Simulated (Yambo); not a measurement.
CaPbF6 (space group Fm-3m, No. 225); a = b = c = 6.1051 Å, α = β = γ = 60.00°. With the G0W0 scissor the direct gap on the mesh is 7.41 eV.

Task: Does this run resolve the lowest exciton, and if so, what are its energy and binding? (Yambo, PBEsol bands; 4×4×4 mesh, 18 valence and 5 conduction bands, static screening with 90 bands and a 3 Ry block, scissor 3.74 eV, Tamm-Dancoff.)

Result: The mesh holds a bound state, but the numbers are provisional. These are vertical excitations (zero momentum). The lowest state lies at 4.50 eV (dark for light along x, 3 states within 2 meV), the direct quasiparticle gap on this mesh at 7.41 eV. Its binding energy, counted from that gap, is 2.91 eV; it spreads over about 63 k points of the mesh. Convergence with the mesh was not shown. The first optically allowed state is at 5.12 eV. The scissor comes from a G0W0 run whose convergence isn't established. Spin-orbit coupling is left out; with 6p states at a band edge it can lower the gap by many tenths of an eV, most of a small gap.

The standard potential for Pb keeps a d shell in the valence without the s and p states of that shell. In tests on such compounds this moved G0W0 gaps by up to about 0.9 eV, so absolute quasiparticle energies here are unreliable; differences between settings are what counts.

Geometry of the Materials Project entry, not relaxed at this level.
